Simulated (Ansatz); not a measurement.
NiBi (NiAs type, space group No. 194) under volume change, PBEsol (plane waves, PAW; program Ansatz), shape and atoms relaxed at each volume.

```tsv
V (Å³/atom)	E − E(relaxed) (meV/atom)	P (GPa)
17.170	60.8	12.53
17.736	25.4	7.63
18.302	6.0	3.49
18.868	0.0	0.00
19.434	5.4	-2.95
20.000	20.3	-5.43
20.566	43.3	-7.52
```

**Question.** What does a third-order Birch–Murnaghan fit give for V₀, B₀ and B′?

**Answer.** V₀ = 18.87 Å³/atom, B₀ = 107 GPa, B′ = 4.7.

Space group P6_3/mmc (NiAs type). The first step of the workflow began from a Materials Project structure, measured or hypothetical; the Crystallography Open Database copy checked does not list it. Its standing as an ambient phase is unchecked. Symmetry was held in the PBEsol relaxation; of distortions, only those at the zone centre were tested. No spin polarisation was allowed. Scalar-relativistic: spin–orbit coupling is off unless named, which matters more the heavier the elements.

Potentials: the later of the program's two PAW sets.
